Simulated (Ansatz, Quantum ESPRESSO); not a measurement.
# NbSi: energy against volume and a worked fit

Symmetry: Fm-3m, No. 225, cubic system. Conventional cell: a = 5.148 Å, b = 5.148 Å, c = 5.148 Å, α = 90.00°, β = 90.00°, γ = 90.00°. Nb (site symmetry m-3m) has 6 Si at 2.57 Å as nearest neighbours. Si (site symmetry m-3m) is surrounded by 6 Nb at 2.57 Å.

The cell comes from a database or a generator and needn't be the stable form of this composition.

The cell was scaled at fixed shape and fractions and run with Ansatz, Ansatz PAW (earlier soft set), cutoff 420 eV; PBE, k mesh 9 × 9 × 9 on the cell of 2 atoms, fermi-dirac occupations of 0.05 eV, no spin polarisation, no spin-orbit coupling. Energies are those that the program minimises, any entropy of the smearing included. For a metal such a mesh isn't converged to the digits shown.

| V (Å³/atom) | energy over the lowest row (meV/atom) |
| --- | --- |
| 16.0276 | 31.82 |
| 16.3686 | ? |
| 16.7096 | 3.29 |
| 17.0506 | 0.00 |
| 17.3916 | 3.12 |
| 17.7326 | 12.05 |
| 18.0736 | 26.23 |

**Question.** Fit the third-order Birch-Murnaghan form, give V0, B0 and B′, and predict the energy left open.

**Answer.** With y = (V0/V)^(2/3), E = E0 + (9 V0 B0/16) [(y - 1)³ B′ + (y - 1)² (6 - 4y)]. Least squares through the rows shown give V0 = 17.0494 Å³/atom, E0 = 0.00 meV, B0 = 150.4 GPa (1 eV/Å³ = 160.218 GPa) and B′ = 3.94, with a largest miss of 0.01 meV. At V = 16.3686 the form with these constants gives 13.64 meV; the run gave 13.65 meV an atom. Other set-ups at this level, from all their volumes (Å³/atom, GPa): Quantum ESPRESSO, SSSP 1.3 efficiency PBE: V0 17.055, B0 150.2.
